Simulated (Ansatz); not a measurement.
BN (P6_3/mmc), zone-centre modes

Computed with DFT LDA, scalar-relativistic, plane waves, PAW (Ansatz 0.2.0). Cutoff 420 eV, Γ-centred 12×12×4 k-points, Gaussian smearing of 0.05 eV. No spin polarisation.

The undisturbed cell (as given, not relaxed at this level):

```
CELL_PARAMETERS angstrom
2.50399 0.00000 0.00000
-1.25200 2.16852 0.00000
0.00000 0.00000 6.66120
ATOMIC_POSITIONS crystal
B 0.33333 0.66667 0.25000
B 0.66667 0.33333 0.75000
N 0.33333 0.66667 0.75000
N 0.66667 0.33333 0.25000
```

The cell holds layers and no dispersion correction was added, so their binding is poorly described.

Harmonic modes by finite displacements of 0.02 Å, without the LO–TO term.

(1) At this geometry, is the structure stable against these modes?

(2) List the wavenumbers in cm⁻¹.

Results:

(1) Yes: no mode is imaginary beyond 10 cm⁻¹, and only the three translations lie near zero.

(2) 0, 0, 0, 44, 44, 91, 762, 814, 1351, 1351, 1351, 1351.

Cost: 1 run of about 0.98 core-minutes, on Intel Xeon Processor @ 2.50GHz (Skylake/Cascade Lake) (shared hosts).